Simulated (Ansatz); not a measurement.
MoS2 under pressure

These are results of Ansatz, DFT r2SCAN, scalar-relativistic, plane waves, PAW, not measurements. Run with 500 eV cutoff, 12×12×2 k-mesh, Gaussian smearing of 0.02 eV, no spin polarisation.

The relaxed crystal:

```yaml
crystal:
  lattice:
    - [3.18405, 0.00000, 0.00000]
    - [-1.59203, 2.75747, 0.00000]
    - [0.00000, 0.00000, 21.69557]
  atoms:
    - { symbol: Mo, position: [0.66667, 0.33333, 0.14970] }
    - { symbol: Mo, position: [0.33333, 0.66667, 0.85030] }
    - { symbol: S, position: [0.33333, 0.66667, 0.22124] }
    - { symbol: S, position: [0.66667, 0.33333, 0.92188] }
    - { symbol: S, position: [0.33333, 0.66667, 0.07812] }
    - { symbol: S, position: [0.66667, 0.33333, 0.77876] }
```

Cell and atoms are relaxed at each pressure within the symmetry of the start, at zero temperature, so transitions that lower the symmetry aren't seen. The k-mesh given is that at zero pressure and may differ at others. a, b and c are the lengths of the cell vectors above. Gaps are generalised Kohn–Sham gaps over the whole zone.

| P (GPa) | V (Å³/atom) | V/V0 | a (Å) | b (Å) | c (Å) |
| --- | --- | --- | --- | --- | --- |
| 0 | 31.75 | 1.000 | 3.184 | 3.184 | 21.696 |
| 3 | 17.54 | 0.552 | 3.160 | 3.160 | 12.170 |
| 8 | 16.44 | 0.518 | 3.124 | 3.124 | 11.674 |
| 15 | 15.50 | 0.488 | 3.081 | 3.081 | 11.318 |
| 30 | 14.19 | 0.447 | 3.004 | 3.004 | 10.898 |
| 60 | 12.57 | 0.396 | 2.889 | 2.889 | 10.437 |

(1) Does the structure keep its space group?

(2) Which cell vector or vectors give way most up to 60 GPa?

(3) What does pressure do to the gap?

## Answers

(1) No: P-3m1 (164) at 0 GPa, P6_3/mmc (194) at 3 GPa, P6_3/mmc (194) at 8 GPa, P6_3/mmc (194) at 15 GPa, P6_3/mmc (194) at 30 GPa, P6_3/mmc (194) at 60 GPa.

(2) c: the changes are a -9.3 %, b -9.3 %, c -51.9 %.

(3) The gaps are 1.36 eV at 0 GPa, 0.92 eV at 3 GPa, 0.66 eV at 8 GPa, 0.41 eV at 15 GPa, metal at 30 GPa, metal at 60 GPa. It closes between 15 and 30 GPa.